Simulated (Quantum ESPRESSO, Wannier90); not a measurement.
Wannier functions of SiC (zinc blende)

Materials Project entry mp-8062; symmetrised, unrelaxed at this level. COD (Crystallography Open Database) has the formula in 5 space groups, this one among them (matched by group alone). Computed values, not measurements, from PBEsol: Quantum ESPRESSO (norm-conserving PseudoDojo potentials, cutoff 66 Ry, no spin polarisation, no spin-orbit coupling) on a Γ-centred 12×12×12 mesh, then Wannier90. Density: 12×12×12 mesh, cold smearing 0.01 Ry.

```
begin unit_cell_cart
ang
    0.0000000000    2.1769950000    2.1769950000
    2.1769950000    0.0000000000    2.1769950000
    2.1769950000    2.1769950000    0.0000000000
end unit_cell_cart
mp_grid = 12 12 12
```

Neighbour vectors b of the finite-difference formula (Å⁻¹), by shell:

| shell | b_x | b_y | b_z |
|---|---|---|---|
| 1 | 0.12026 | 0.12026 | -0.12026 |
| 1 | 0.12026 | -0.12026 | 0.12026 |
| 1 | -0.12026 | 0.12026 | 0.12026 |
| 1 | 0.12026 | 0.12026 | 0.12026 |
| 1 | -0.12026 | -0.12026 | 0.12026 |
| 1 | -0.12026 | 0.12026 | -0.12026 |
| 1 | 0.12026 | -0.12026 | -0.12026 |
| 1 | -0.12026 | -0.12026 | -0.12026 |

### Question
Find the weights w_b from the completeness condition Σ_b w_b b_α b_β = δ_αβ.

### Answer
Shell 1: Σ b_x² = 0.116, Σ b_y² = 0.116, Σ b_z² = 0.116 Å⁻²
Each of the three diagonal sums, weighted, has to give 1 and the off-diagonal ones 0, which holds for w_1 = 8.64 Å². Check on xx: 8.64×0.116 = 1.00.

On this mesh the 4 functions of bands 1-4 (valence bands; start: s functions at the bond centres, conv_tol = 1.0e-6) end with spreads 1.2130, 1.2130, 1.2130, 1.2130 Å², Ω_I = 4.2497 Å² and Ω_D = 0.0045 Å².

Ω_total is the sum of the spreads, 4.852 Å². Ω_OD = Ω_total − Ω_I − Ω_D = 0.598 Å². Only (Ω_D + Ω_OD)/Ω_total = 12.4 % depends on the gauge, and another start could lower the total by that share at most. The rms radius is √(Ω_total/4) = 1.10 Å.
